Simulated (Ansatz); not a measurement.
Ag$_{3}$Au:
```
Ag3Au
1.0
    4.05816     0.00000     0.00000
    0.00000     4.05816     0.00000
    0.00000     0.00000     4.05816
Ag Au
3 1
Direct
  0.50000   0.00000   0.50000
  0.00000   0.50000   0.50000
  0.50000   0.50000   0.00000
  0.00000   0.00000   0.00000
```

Relaxed with PBEsol. Special points in fractions of this cell's reciprocal vectors: Γ (0.000, 0.000, 0.000); X (0.000, 0.500, 0.000); M (0.500, 0.500, 0.000); R (0.500, 0.500, 0.500).

**Question.** List the band energies nearest the Fermi level at these points for plane-wave PAW PBEsol (Ansatz code).

**Answer.** In eV from the Fermi level; about four levels below and three above (degenerate sets whole), none deeper than 8.9 eV; … stands for higher levels left out; points with the same levels are listed once.

| k | below | above |
|---|---|---|
| Γ | -2.51 -2.51 -2.11 -2.11 -2.11 | 1.40 1.40 1.40 |
| X | -3.33 -2.94 -2.66 -2.11 | 5.87 5.87 6.12 |
| M | -3.40 -3.40 -0.83 -0.56 -0.56 | 0.12 8.95 … |
| R | -0.65 -0.65 -0.65 -0.57 | 2.13 … |

Space group Pm-3m (Cu3Au type). The workflow started from a Materials Project entry (that database holds measured and hypothetical structures alike); the Crystallography Open Database copy checked does not list it. Its standing as an ambient phase is unchecked. The PBEsol relaxation kept the symmetry of its start; whether a distortion lowers the energy is not shown. The run is not spin-polarised. Spin–orbit coupling is left out wherever it is not named.

Potentials: the later of the program's two PAW sets.
